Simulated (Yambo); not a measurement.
A G0W0@PBEsol run in Yambo for SnSe2 (CdI2 type, space group P-3m1, No. 164) (3×3×2 Γ-centred k mesh, bands 21 to 322 and a 8 Ry block in the screening, 322 bands in G with the Bruneval-Gonze terminator, plasmon pole fitted at 27.2 eV) gives these matrix elements, in eV, at the band edges (Γ → Γ):

```json
[
 {"state": "valence edge", "E0": "0.000", "<Vxc>": "-14.060", "<Σx>": "-17.047", "<Σc(E0)>": "1.772", "Z": "0.779"},
 {"state": "conduction edge", "E0": "0.620", "<Vxc>": "-13.409", "<Σx>": "-10.521", "<Σc(E0)>": "-3.249", "Z": "0.794"}
]
```

Solve the linearised quasiparticle equation for both states, give the gap, and say how exchange and correlation each act on it.

E = E0 + Z(Σx + Σc − Vxc). Valence: 0.000 + 0.779 × (-17.047 + (1.772) − (-14.060)) = -0.95 eV. Conduction: 0.620 + 0.794 × (-10.521 + (-3.249) − (-13.409)) = 0.33 eV. The gap is 1.28 eV, against 0.62 eV in PBEsol. Replacing Vxc by bare exchange alone would open it by 5.87 eV; correlation takes back 5.02 eV of that, and Z scales what is left. Nearest settings tried, and what they do to the gap: 210 bands in G: -3 meV; 210 bands in W, 210 bands in G: -5 meV; 7 Ry block (183 vectors against 221): -12 meV; 3×3×1 mesh: -63 meV. So the settings aren't converged at that level. The k mesh is coarse. The mesh misses a band edge: along a dense path the PBEsol gap is 0.33 eV against 0.62 eV on the mesh. 

The standard potentials for Se, Sn keep a d shell in the valence without the s and p states of that shell. In tests on such compounds this moved G0W0 gaps by up to about 0.9 eV, so absolute quasiparticle energies here are unreliable; differences between settings are what counts.

Spin-orbit coupling is included.

Geometry relaxed with PBE+D3(BJ); primitive cell a = b = 3.8453 Å, c = 5.9905 Å, α = β = 90.00°, γ = 120.00°.
